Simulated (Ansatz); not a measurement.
## Thermal properties of Rb2Hg from its phonons

These are results of DFT PBE, scalar-relativistic, plane waves, PAW (Ansatz), not measurements. Settings: 420 eV plane-wave cutoff, Γ-centred 8×8×10 mesh, Fermi-Dirac smearing of 0.15 eV. No spin polarisation. Phonons by linear response, acoustic sum rule imposed.

The cell, relaxed at this level:
```cif
data_structure
_symmetry_space_group_name_H-M 'P 1'
_symmetry_Int_Tables_number 1
_cell_length_a 6.4128
_cell_length_b 6.4128
_cell_length_c 4.4450
_cell_angle_alpha 90.000
_cell_angle_beta 90.000
_cell_angle_gamma 90.000
_cell_volume 182.80
loop_
_atom_site_label
_atom_site_type_symbol
_atom_site_fract_x
_atom_site_fract_y
_atom_site_fract_z
_atom_site_occupancy
Rb1 Rb 0.00000 0.50000 0.50000 1
Rb2 Rb 0.50000 0.00000 0.50000 1
Hg1 Hg 0.00000 0.00000 0.00000 1
```

The structure comes from a generated guess, relaxed at this level; another structure or a mixture of phases may lie lower. In a metal, frequencies and elastic constants depend on the k mesh and the smearing, soft modes and shear constants most. Some empty bands missed the eigensolver's threshold. Spin–orbit coupling is left out, which matters for heavy elements. The q mesh is coarse, so values between its points are rough.

Force constants from linear response on a 1×1×2 q mesh, interpolated to a fine mesh.

Phonon density of states, in bins of 2 cm⁻¹:
(bin centre (cm⁻¹), share of modes (%)): (1, 0.0), (3, 0.0), (5, 0.1), (7, 0.2), (9, 0.3), (11, 0.6), (13, 1.0), (15, 1.4), (17, 2.2), (19, 6.0), (21, 5.4), (23, 3.8), (25, 4.0), (27, 6.0), (29, 10.6), (31, 5.4), (33, 5.0), (35, 6.1), (37, 2.9), (39, 1.5), (41, 1.6), (43, 1.3), (45, 1.1), (47, 1.1), (49, 1.2), (51, 1.3), (53, 5.0), (55, 9.9), (57, 7.4), (59, 6.4), (61, 1.3), (63, 0.0)

**Question.** Give the zero-point energy per atom.

**Answer.** 6.9 meV.

**Question.** How large are the vibrational entropy and heat capacity at 300 K?

**Answer.** S = 8.44 k_B and C_V = 2.99 k_B per atom, 100 % of the Dulong–Petit value.

**Question.** Tabulate them against temperature.

**Answer.**
| T (K) | F_vib (meV/atom) | S (k_B/atom) | C_V (k_B/atom) |
| --- | --- | --- | --- |
| 100 | -18.1 | 5.18 | 2.92 |
| 200 | -72.5 | 7.23 | 2.98 |
| 300 | -140.3 | 8.44 | 2.99 |
| 400 | -216.9 | 9.30 | 2.99 |
| 500 | -300.0 | 9.96 | 3.00 |
| 600 | -388.3 | 10.51 | 3.00 |
| 700 | -480.9 | 10.97 | 3.00 |
| 800 | -577.2 | 11.37 | 3.00 |
| 900 | -676.8 | 11.73 | 3.00 |
| 1000 | -779.2 | 12.04 | 3.00 |
